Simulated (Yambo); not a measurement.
# Bethe-Salpeter results for NaCaIrH6

```xyz
9
Lattice="0.0000 3.6130 3.6130 3.6130 0.0000 3.6130 3.6130 3.6130 0.0000" Properties=species:S:1:pos:R:3 pbc="T T T"
H      1.6809     3.6130     3.6130
H      3.6130     3.6130     5.5451
H      5.5451     3.6130     3.6130
H      3.6130     3.6130     1.6809
H      3.6130     1.6809     3.6130
H      3.6130     5.5451     3.6130
Na     5.4196     5.4196     5.4196
Ca     1.8065     1.8065     1.8065
Ir     0.0000     0.0000     0.0000
```

The geometry is that of Materials Project entry mp-1180133, symmetrised and not relaxed again.

BSE in Yambo on LDA (Quantum ESPRESSO, PseudoDojo norm-conserving, 88 Ry, scalar-relativistic) bands: 8×8×8 mesh, 6 valence and 3 conduction bands, static screening with 55 bands and a 3 Ry block, scissor 1.61 eV, Tamm-Dancoff; field along x.

| state | energy (eV) | states within 2 meV | relative strength | class | main transitions |
|---|---|---|---|---|---|
| 1 | 4.12 | 3 | < 0.01 | dark | several band pairs |
| 2 | 4.38 | 3 | 1.00 | weak | several band pairs |
| 3 | 4.58 | 3 | < 0.01 | dark | several band pairs |
| 4 | 4.60 | 3 | 0.18 | weak | several band pairs |
| 5 | 4.73 | 3 | 0.20 | weak | VB → CB (65 %) |
| 6 | 4.73 | 3 | < 0.01 | dark | VB → CB (74 %) |

These are vertical excitations (zero momentum). The direct quasiparticle gap on this mesh is 4.79 eV; counted from there, state 1 is bound by 0.67 eV. On a 6×6×6 mesh the same difference is 0.67 eV.

Spin singlets only. Strengths are relative to the strongest of the lowest states of this run; strong means a line over 3 % of the spectrum's maximum, dark under 0.03 %. Absolute energies carry the error of the G0W0 scissor, whose convergence isn't established.

Without spin-orbit coupling, band edges of such heavy elements can be off by tenths of an eV.

The structure is a Materials Project entry; no match was found in the copy of COD used, and its stability was not checked.
